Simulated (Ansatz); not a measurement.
Input file for Ansatz (a first-principles code):

Ansatz 0.2 input:
```yaml
crystal:
  lattice:
    - [3.8094811628, 0.0, 0.0]
    - [0.0, 3.8094811628, 0.0]
    - [0.0, 0.0, 3.8094811628]
  atoms:
    - { symbol: V, position: [0.0, 0.0, 0.0] }
    - { symbol: Ir, position: [0.0, 0.5, 0.5] }
    - { symbol: Ir, position: [0.5, 0.0, 0.5] }
    - { symbol: Ir, position: [0.5, 0.5, 0.0] }
kpoints:
  mp_grid: { grid: [11, 11, 11] }
hamiltonian:
  xc: r2scan
  pseudopotentials: { kind: paw }
scf:
  occupations: { method: gaussian, width: 0.1 }
checkpoint: { read: metal.run }
output: { bader: true, populations: true }
```

Output (shortened):

```
Pseudopotential: V, paw, valence charge 13
Pseudopotential: Ir, paw, valence charge 17
Functional definition: r2SCAN
Crystal: 4 atoms, lattice volume = 55.284 Å³
Basis set: ecut = 500 eV, 1365 PW (Γ), exchange–correlation on 120×120×120 points (64 copies of the dense FFT grid, shifted against one another)
Bands: 39, of which v1, the nominal top of the filled ones, is band 32 counted from 1 (31 counted from 0)
Symmetry: 48 space group operations
Space group: Pm-3m (ITA 221), of the structure as read, at distance tolerance 3.8e-5 Å
k-points: 56 of 1331
Stability of the state it starts from, as read at its close in the unpolarized treatment …
iter 1 solved again at ethr=6.81e-8 eV; its pass at ethr=3.10e-3 eV (dr2=4.36e-5 eV) is discarded
SCF iter   1: F=—  HF=-38765.376645 eV  |F-HF|=—  |Δ(HF+E_count)|=         —  Δρ=4.41e-7  dr2=1.06e-10  dr2_τ=1.06e-11  ethr=6.81e-8  ⟨swp⟩=3.7  Hψ=12623  notcnv=0
preconditioner: auto → Kerker (q_TF=auto, 2.796 Å⁻¹)
SCF iter   2: F=-38765.376645 eV  HF=-38765.376645 eV  |F-HF|=2.91e-11  |Δ(HF+E_count)|=   1.36e-7  Δρ=2.32e-7  dr2=3.59e-11  dr2_τ=1.68e-11  ethr=1.00e-12  ⟨swp⟩=6.0  Hψ=7732  notcnv=0
SCF 1 converged in 2 iterations: F = -38765.376645 eV  dr2 = 3.59e-11
SCF converged after 2 iterations
Free energy (F): -38765.376645 eV
Harris-Foulkes:  -38765.376645 eV  (|F-HF|=2.91e-11)
Internal energy: -38765.366771 eV  (E = F + TS)
E sigma→0 (E₀):  -38765.371708 eV
Entropy (-TS):   -0.009873 eV (-2.468 meV/atom)
Fermi energy:    23.690877 eV
--- Per-component energies (eV) ---
  E_band       = -469.416160
  E_kinetic    = 2206.446652
  E_local      = -4097.199408  (includes V_loc(G=0)·N_el)
  E_nonlocal   = 173.543566
  E_hartree    = 1640.974285
  E_xc         = -894.755345
  E_vxc        = -1187.729072  (∫ρ·V_xc dr)
  E_paw        = -28868.783074  (= ΣΔE_a)
  E_vpaw       = -921.155214  (= ΣTr[D̂ρ^β])
  E_aug_tail   = 0.000185  (compensation charges beyond the density's cutoff)
  E_vtau       = 74.728306  (kinetic-family band-sum trace: ∫τ·v_τ [+ j·A + Jᵃ·Aᵃ] dr)
  E_ewald      = -8924.377171
  E_core_change = -1.216461  (= ΣΔE_core)
  E_smearing   = -0.009873  (= −TS)
  E_closure    =  0.000000  (closes the sum)
  Σ components = -38765.376645   (vs F -38765.376645, Δ=0.00e0)
  [band-id]    e_kinetic+e_local+e_nonlocal+2·e_hartree+e_vxc+e_vpaw+e_augmentation_tail+e_vtau = -469.416414   (vs E_band -469.416160, Δ=-2.54e-4)
--- Band table (eV; the first three rows and the last of 56) ---
  k-point 0: bands = ["-70.9155", "-70.8317", "-70.8317", "-43.9474", "-27.4641", "-27.4641", "-27.4641", "-27.0692", "-27.0692", "-27.0692", "-26.8465", "-26.8465", "-26.8465", "-16.6093", "-16.6093", "-16.6093", "13.0087", "15.9088", "16.5774", "16.5774", …
  k-point 1: bands = ["-70.9140", "-70.8332", "-70.8317", "-43.9474", "-27.4569", "-27.4569", "-27.4524", "-27.0714", "-27.0714", "-27.0700", "-26.8598", "-26.8517", "-26.8517", "-16.6115", "-16.6099", "-16.6099", "13.1350", "15.9954", "16.6231", "16.6870", …
  k-point 2: bands = ["-70.9097", "-70.8375", "-70.8317", "-43.9475", "-27.4366", "-27.4366", "-27.4180", "-27.0784", "-27.0784", "-27.0721", "-26.8983", "-26.8658", "-26.8658", "-16.6175", "-16.6116", "-16.6116", "13.5042", "16.2414", "16.7457", "17.0055", …
  k-point 55: bands = ["-70.8605", "-70.8588", "-70.8588", "-43.9462", "-27.6607", "-27.3951", "-27.3942", "-27.3942", "-26.8862", "-26.8862", "-26.8622", "-26.8622", "-26.8619", "-16.6153", "-16.6142", "-16.6142", "16.0998", "16.1869", "16.1869", "16.4913", …
--- Löwdin populations: 4 sites ---
  site symbol       q [e]
     0      V     12.7094
     1     Ir     16.8453
     2     Ir     16.8453
     3     Ir     16.8453
  spilling = 0.011794 (of n_electrons = 64.000000)
--- Bader charges: 4 sites ---
  site symbol  charge [e]  shift [e]
     0      V      1.4106     0.0033
     1     Ir     -0.4702     0.0011
     2     Ir     -0.4702     0.0011
     3     Ir     -0.4702     0.0011
  shift: an alarm, by how much a part of what the PAW files miss would move the charge. Where it is large, compare
  with a run on PAW files of another source; a small one proves nothing
  estimated error of the sums over rays = 3.2e-4 e
```

Cost: roughly 40 core-seconds on shared cores.

The workflow started from an entry of the Crystallography Open Database (COD). Whether it is the stable phase at ambient conditions was not checked. Symmetry was held in the r²SCAN relaxation; whether a distortion lowers the energy is not shown. No spin polarisation was allowed. Scalar-relativistic: spin–orbit coupling is off unless named, which matters more the heavier the elements.

Potentials: the later of the program's two PAW sets.

Ansatz is a plane-wave DFT program.
